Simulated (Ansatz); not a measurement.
Na (bcc, W type)

```yaml
crystal:
  lattice:
    - [-4.22197, 4.22197, 4.22197]
    - [0.00000, 0.00000, 4.22197]
    - [0.00000, 4.22197, 0.00000]
  atoms:
    - { symbol: Na, position: [0.00000, 0.00000, 0.00000] }
    - { symbol: Na, position: [0.50000, 0.00000, 0.00000] }
```

The atoms are displaced by Q × the pattern below (from a DFPT mode at H = (0.5, 0.5, 0.5), largest move 1; Q in Å), at fixed cell. It is one choice among 3 degenerate patterns. (q is in reciprocal vectors of the primitive cell; the cell shown is doubled to hold the pattern.)

```tsv
atom	x	y	z
Na1	0.000	0.000	-1.000
Na2	0.000	0.000	1.000
```

These are r2SCAN (plane waves to 500 eV, PAW, scalar-relativistic; Ansatz, a program for electronic structure) values and carry that method's errors. k mesh 16×16×16 (Γ-centred), Fermi-Dirac smearing 0.05 eV. The energy includes the smearing's −TS. With partly filled bands, energies and forces of such displacements shift with the k mesh and the smearing. Na was relaxed with its symmetry unable to fall. ΔE is measured from the undisplaced structure. The last digit holds for this mesh only.

```json
[
 {"Q (Å)": "-0.1000", "ΔE (meV/cell)": "14.28"},
 {"Q (Å)": "-0.0833", "ΔE (meV/cell)": "9.93"},
 {"Q (Å)": "-0.0667", "ΔE (meV/cell)": "6.37"},
 {"Q (Å)": "-0.0500", "ΔE (meV/cell)": "withheld"},
 {"Q (Å)": "-0.0333", "ΔE (meV/cell)": "1.59"},
 {"Q (Å)": "-0.0167", "ΔE (meV/cell)": "0.40"},
 {"Q (Å)": "0.0000", "ΔE (meV/cell)": "0.00"},
 {"Q (Å)": "0.0167", "ΔE (meV/cell)": "0.40"},
 {"Q (Å)": "0.0333", "ΔE (meV/cell)": "1.59"},
 {"Q (Å)": "0.0500", "ΔE (meV/cell)": "withheld"},
 {"Q (Å)": "0.0667", "ΔE (meV/cell)": "6.37"},
 {"Q (Å)": "0.0833", "ΔE (meV/cell)": "9.93"},
 {"Q (Å)": "0.1000", "ΔE (meV/cell)": "14.28"}
]
```

Task: Fit an even polynomial form (powers 2, 4) to the given rows and predict ΔE at Q = -0.0500.

Result: Least squares on the 11 given rows: ΔE = (1436)·Q² + (-776.5)·Q⁴, in meV/cell with Q in Å; root-mean-square residual 0.002 meV/cell. At -0.0500 the fit gives 3.59 meV/cell; the calculation gives 3.59 meV/cell, the same to the digits shown. The quadratic term alone would give 3.59 meV/cell.

(For displaced atoms, the force is minus the slope of the energy, and its curvature is a force constant, which sets phonon frequencies.)
